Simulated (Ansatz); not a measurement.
Method: DFT PBE, scalar-relativistic, plane waves, PAW in Ansatz 0.2.0. Settings: cutoff 420 eV, Γ-centred meshes spaced at most about 0.3 Å⁻¹ (2π included), Gaussian smearing. No spin polarisation in the final relaxations.

Formation energies are uncorrected and refer to the elements' standard structures at the same level. The references include black phosphorus.

A relaxed structure of AlB2P3 has 14.56 Å³/atom, −0.241 eV/atom against the elements, a gap of 0.22 eV on its mesh:

```xyz
6
Lattice="3.4154 0.0000 0.0000 -1.7077 2.9578 0.0000 0.0000 0.0000 8.6496" Properties=species:S:1:pos:R:3 pbc="T T T"
Al    1.7077    0.9859    2.9183
B     0.0000    0.0000    8.5237
B     0.0000    1.9719    5.9335
P     0.0000    0.0000    1.8495
P     1.7077    0.9859    5.3061
P     0.0000    1.9719    7.9050
```

Q: As takes the place of P on the same sites, and the cell is relaxed. What changes?

A: AlB2As3 has a = 3.598 Å, c = 9.058 Å: 16.92 Å³/atom, +0.028 eV/atom against the elements, a gap of 0.36 eV on its mesh. The volume per atom changes by +16.2 % and the formation energy by +0.268 eV/atom (from unrounded values). The gap widens by 0.14 eV. Covalent radii: P 1.07 Å, As 1.19 Å; electronegativities 2.19 and 2.18. The cell follows the size of the atom. Al is surrounded by 3 As at 2.34 Å and 1 As at 2.49 Å; around B on its first site lie 4 As at 2.08–2.18 Å; B on its second site has 4 As at 2.08–2.18 Å; around As on its first site lie 3 B at 2.18 Å and 1 Al at 2.49 Å; 2 more sites not described.

```xyz
6
Lattice="3.5975 0.0000 0.0000 -1.7988 3.1156 0.0000 0.0000 0.0000 9.0578" Properties=species:S:1:pos:R:3 pbc="T T T"
Al    0.0000    2.0770    6.0627
B     0.0000    0.0000    0.1623
B     1.7988    1.0385    2.9019
As    0.0000    2.0770    8.5500
As    1.7988    1.0385    4.9864
As    0.0000    0.0000    2.2458
```

The two cells were relaxed from separate starts that ended on the same group and sites; neither need be the stable form of its compound. Kohn–Sham gaps at this level usually fall short of measured ones. The reference forms of As and P are held partly by dispersion forces, which this level lacks. Cells relaxed within their symmetry can be saddle points.
